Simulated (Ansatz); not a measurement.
This guess for ErC₄ is about to be relaxed.

```xyz
5
Lattice="2.1538 -2.2758 0.0000 2.1538 2.2758 0.0000 0.0000 0.0000 7.7008" Properties=species:S:1:pos:R:3 pbc="T T T"
Er    2.1538    0.0000    3.8504
C     0.0000    0.0000    2.1290
C     0.0000    0.0000    5.5718
C     0.0000    0.0000    3.8504
C     0.0000    0.0000    0.0000
```

Theory: DFT PBE, scalar-relativistic, plane waves, PAW, and for the lanthanide a 4f-in-core norm-conserving potential, in Ansatz. Cutoff 770 eV, Gaussian smearing, Γ-centred meshes. Cell and atoms relax first on a coarse mesh and then on a finer one. In between, the cell is made exact in the group found at 0.06 Å. In metals the finer mesh still leaves noise of several meV/atom or more. The steps can't lower the symmetry of their start. No spin polarisation.

A guess keeps its type if space group and coordination stay and the shape of the cell changes little (axis ratios within about 15 %, angles within 6°); the volume may change.

Q: Does it keep its structure type, or change into something else?

A: It doesn't keep its type. The symmetry goes from Cmmm (No. 65) to P4/mmm (No. 123). The volume per atom shrinks by 16.8 %, from 15.1 to 12.6 Å³. The shortest distance goes from 1.72 Å (C–C) to 1.30 Å (C–C). Counting neighbours within 15 % of an atom's shortest distance, the start has C 1/2, Er 4 and the end C 2, Er 12. In detail, at the end around Er lie 4 C at 2.43 Å and 8 C at 2.78 Å; C on a site of symmetry 4mm has 2 C at 1.30–1.35 Å, 1 C at 2.60 Å, 1 C at 2.70 Å and 4 Er at 2.78 Å; around C on a site of symmetry 4/mmm lie 2 C at 1.35 Å and 4 Er at 2.43 Å; 1 more site not described.

```
CELL_PARAMETERS angstrom
3.44093 0.00000 0.00000
0.00000 3.44093 0.00000
0.00000 0.00000 5.30560
ATOMIC_POSITIONS crystal
Er 0.50000 0.50000 0.50000
C 0.00000 0.00000 0.24537
C 0.00000 0.00000 0.75463
C 0.00000 0.00000 0.50000
C 0.00000 0.00000 0.00000
```

Formation energies are uncorrected and refer to the elements' standard structures at the same level.

Q: At what energy does it end?

A: +0.56 eV/atom. It can't be a ground state, since the elements alone are lower.

The last run used a 12×12×8 mesh (in the run's order of axes) for its 5-atom cell and Gaussian smearing of 0.10 eV. An odd number of valence electrons (the lanthanide is held trivalent, its 4f shell in the core) allows no gap without spin; another valence of the lanthanide, a larger cell or a magnetic state could open one. The reference form of C is held partly by dispersion forces, which this level lacks. A structure relaxed within its symmetry needn't be a true minimum.

The lanthanide is trivalent by construction, without f bands, f moments or other valences. The reference runs of the other elements, and any phases without the lanthanide, used 420 eV, which shifts energies against them by under 10 meV/atom. The lanthanide's reference is the lowest of its hcp, dhcp and fcc cells.

In counts of neighbours, a slash parts the counts of unlike sites.
